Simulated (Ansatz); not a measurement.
An Ansatz input:

```yaml
crystal:
  lattice:
    - [-2.1961492074, 2.1961492074, 2.1961492074]
    - [2.1961492074, -2.1961492074, 2.1961492074]
    - [2.1961492074, 2.1961492074, -2.1961492074]
  atoms:
    - { symbol: Ca, position: [0.0, 0.0, 0.0] }
hamiltonian:
  xc: blyp
  pseudopotentials:
    kind: paw
    azcp:
      Ca: "pseudopotentials/Ca.paw.azcp"
basis:
  ecutwfc: 420
  fft_grid_basis: typed
kpoints:
  mp_grid: { grid: [11, 11, 11], shift: [0, 0, 0] }
magnetization:
  spin_polarized: false
scf:
  occupations: { method: fermi_dirac, width: 0.1 }
  lower_state_search: "off"
output:
  stress: true
```

and its output:

```
Engine: ansatz 0.2.0, aarch64-unknown-linux-gnu
Pseudopotentials: kind: paw
Pseudopotential: Ca, paw, valence charge 10, recommended cutoff 420 eV (normal) 
Functional definition: BLYP
  parameter beta = 0.0042
  parameter a = 0.04918
  parameter b = 0.132
  parameter c = 0.2533
  parameter d = 0.349
  exchange = b88_x(beta = beta)
  correlation = lyp_c(a = a, b = b, c = c, d = d)
Crystal: 1 atoms, lattice volume = 42.369 Å³
Basis set: ecut = 420 eV, 791 PW (Γ), exchange–correlation on 54×54×54 points (8 copies of the dense FFT grid, shifted against one another)
Bands: 9, of which v1, the nominal top of the filled ones, is band 5 counted from 1 (4 counted from 0)
Symmetry: 48 space group operations
Space group: Im-3m (ITA 229), of the structure as read, at distance tolerance 3.5e-5 Å
k-points: 56 of 1331
Non-local potential: Ca, projectors of the file, l = 0: 3, l = 1: 2, l = 2: 2
PAW form: soft (Blöchl's): semilocal exchange-correlation on the pseudo side does not see the compensation charge
PAW frozen core: Ca, regenerated for the run's functional, and the local potential with it (the file was generated under x = pbe(κ = 0.804, μ = 0.2195149727645171), c = pbe(β = 0.06672455060314922))
PAW one-centre angular grid: Ca, 110 points (default); XC on 64 Gauss nodes
Initial density: superposition of atomic densities (neutral atoms: chi_scale 0, normalization atom), corrected by the library's trained network
Initial wavefunctions: pseudopotential atomic-orbital guess
Functional: x = b88, c = lyp
SCF iter   1: F=—  HF=-1822.631745 eV  |F-HF|=—  |Δ(HF+E_count)|=         —  Δρ=3.15e-3  dr2=2.97e-3  ethr=1.77e-3  ⟨swp⟩=5.9  Hψ=4133  notcnv=0
SCF iter   2: F=—  HF=-1822.632168 eV  |F-HF|=—  |Δ(HF+E_count)|=   4.23e-4  Δρ=1.86e-3  dr2=1.30e-3  ethr=2.97e-5  ⟨swp⟩=1.3  Hψ=980  notcnv=0
SCF iter   3: F=—  HF=-1822.632648 eV  |F-HF|=—  |Δ(HF+E_count)|=   4.80e-4  Δρ=3.66e-4  dr2=7.09e-5  ethr=1.30e-5  ⟨swp⟩=3.0  Hψ=809  notcnv=0
SCF iter   4: F=—  HF=-1822.632710 eV  |F-HF|=—  |Δ(HF+E_count)|=   6.22e-5  Δρ=5.73e-5  dr2=1.89e-6  ethr=7.09e-7  ⟨swp⟩=2.9  Hψ=791  notcnv=0
iter 5 did not close the SCF: its close was put off for the readings that it lacked (scf_convergence_deferred on its scf_iter line)
SCF iter   5: F=-1822.632713 eV  HF=-1822.632713 eV  |F-HF|=1.68e-7  |Δ(HF+E_count)|=   2.91e-6  Δρ=1.36e-5  dr2=5.05e-8  ethr=1.89e-8  ⟨swp⟩=2.1  Hψ=771  notcnv=0
SCF iter   6: F=-1822.632713 eV  HF=-1822.632713 eV  |F-HF|=2.24e-8  |Δ(HF+E_count)|=   1.91e-7  Δρ=4.60e-6  dr2=9.40e-9  ethr=5.05e-10  ⟨swp⟩=2.1  Hψ=1838  notcnv=0
SCF 1 converged in 6 iterations: F = -1822.632713 eV  dr2 = 9.40e-9
SCF converged after 6 iterations
Free energy (F): -1822.632713 eV
Harris-Foulkes:  -1822.632713 eV  (|F-HF|=2.24e-8)
Internal energy: -1822.584178 eV  (E = F + TS)
E sigma→0 (E₀):  -1822.608446 eV
Entropy (-TS):   -0.048535 eV (-48.535 meV/atom)
Fermi energy:    5.384165 eV
--- Per-component energies (eV) ---
  E_band       = -171.977158
  E_kinetic    = 275.710990
  E_local      = -851.934047  (includes V_loc(G=0)·N_el)
  E_nonlocal   = 64.589756
  E_hartree    = 285.657834
  E_xc         = -134.210487
  E_vxc        = -166.998983  (∫ρ·V_xc dr)
  E_paw        = -865.875559  (= ΣΔE_a)
  E_vpaw       = -64.659505  (= ΣTr[D̂ρ^β])
  E_aug_tail   = -0.000006  (compensation charges beyond the density's cutoff)
  E_ewald      = -596.540428
  E_core_change = 0.017768  (= ΣΔE_core)
  E_smearing   = -0.048535  (= −TS)
  E_closure    = -0.000000  (closes the sum)
  Σ components = -1822.632713   (vs F -1822.632713, Δ=0.00e0)
--- Stress (GPa, compression-positive) ---
        0.012250       0.000000       0.000000
        0.000000       0.012250       0.000000
        0.000000      -0.000000       0.012250
  P = ⅓ Tr σ = 0.0122 GPa (0.122 kbar)
```
